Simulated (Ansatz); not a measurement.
An Ansatz input (plane waves, PAW) for CsCl-type GdRe that has something wrong with it:

```yaml
crystal:
  lattice:
    - [3.45990474, 0.0, 0.0]
    - [0.0, 3.45990474, 0.0]
    - [0.0, 0.0, 3.45990474]
  atoms:
    - { symbol: Gd, position: [0.0, 0.0, 0.0], spin: 7.0 }
    - { symbol: Re, position: [0.5, 0.5, 0.5] }
basis:
  ecutwfc: 420
  ecutrho_ratio: 4
kpoints:
  mp_grid: { grid: [10, 10, 10] }
hamiltonian:
  xc: pbe
scf:
  occupations: { method: fermi_dirac, width: 5.0 }
  max_iter: 60
output:
  forces: true
  stress: true
magnetization:
  spin_polarized: true
```

Launched as:
```sh
ansatz run input.yaml --threads 2 --pin off --max-ram 2662MiB --backend cpu --events-out ev --progress --plain --runs-dir out
```

Question: What is wrong with it?

Answer: A smearing of electronvolts. Against the sound input: scf.occupations: {"method": "gaussian", "width": 0.05} → {"method": "fermi_dirac", "width": 5.0} (the cap on iterations is only a precaution).

What the program printed:

SCF trace (energy estimate counted from the last row):
| iteration | ΔE (eV) | density residual (eV) | M (μB) |
| --- | --- | --- | --- |
| 1 | -5.416 | 2.68e0 | 0.632 |
| 2 | -2.522 | 1.29e0 | 0.472 |
| 3 | 0.010 | 5.24e-1 | 0.031 |
| 4 | 0.072 | 3.04e-2 | 0.025 |
| 5 | 0.038 | 3.16e-2 | 0.009 |
| 6 | 3.7e-03 | 4.75e-3 | -0.002 |
| 7 | -9.0e-06 | 2.67e-4 | -0.001 |
| 8 | 2.8e-05 | 1.84e-6 | 0.000 |
| 9 | 0.000 | 4.00e-8 | 0.000 |
| 10 | -8.556 | 2.93e-4 | 3.286 |
| 11 | -1.299 | 6.00e-3 | 0.268 |
| … | … | … | … |
| 16 | 0.000 | 8.88e-8 | 0.000 |
| 17 | 0.000 | 4.00e-8 | 0.000 |
| 18 | 0.000 | 5.62e-8 | 0.000 |
| 19 | 0.000 | 8.01e-8 | 0.000 |

```
SCF 1 converged in 19 iterations: F = -20294.770629 eV  dr2 = 8.01e-8
SCF converged after 19 iterations
Magnetization: 0.0000 μB (16.5000 up, 16.5000 down)
Absolute magnetization: 0.0000 μB (∫|ρ↑−ρ↓|, with the PAW one-centre terms)
Per-site moments (μB) at R_I (Å): [(0.00000, 1.23600), (0.00000, 1.23600)]
Free energy (F): -20294.770629 eV
E sigma→0 (E₀):  -20224.511193 eV
Entropy (-TS):   -140.518871 eV (-70259.435 meV/atom)
Fermi energy:    17.055364 eV
--- Forces (eV/Å), atoms counted from 1 ---
  atom   1  Gd     0.00000000     0.00000000     0.00000000
  atom   2  Re     0.00000000     0.00000000     0.00000000
--- Stress (GPa, compression-positive) ---
      107.520893       0.000000       0.000000
        0.000000     107.520893       0.000000
        0.000000       0.000000     107.520893
  P = ⅓ Tr σ = 107.5209 GPa (1075.209 kbar)
```

The run converged all the same; its pressure of 108 GPa shows the fault against the sound run's. Its energy lies -12699 meV/atom from the sound one. Cost: 56 s on 2 threads of Arm Neoverse V2, with other jobs on the host, peak memory 0.77 GiB. The run before the change (PBE, 420 eV, 10×10×10 mesh) gave:

| run | P (GPa) | gap on the mesh (eV) | cell moment (μB) | largest force component (eV/Å) |
| --- | --- | --- | --- | --- |
| sound | 0.0 | metal | 6.31 | 0.000 |
| spoiled | 107.5 | metal | 0.00 | 0.000 |

The two runs also differ in their start: the sound one had the moments 7.61, 0.00 μB typed, and went on from the state of an earlier run.

The start was a prototype's sites filled with these elements, not a measured cell.

Of that run: Without a U the 4f levels of Gd lie too near the Fermi level, so their share of the states there, and what hangs on it, is overstated. The run wasn't fully tested for a lower electronic state. The moments were started parallel, and the real magnetic order may be another.
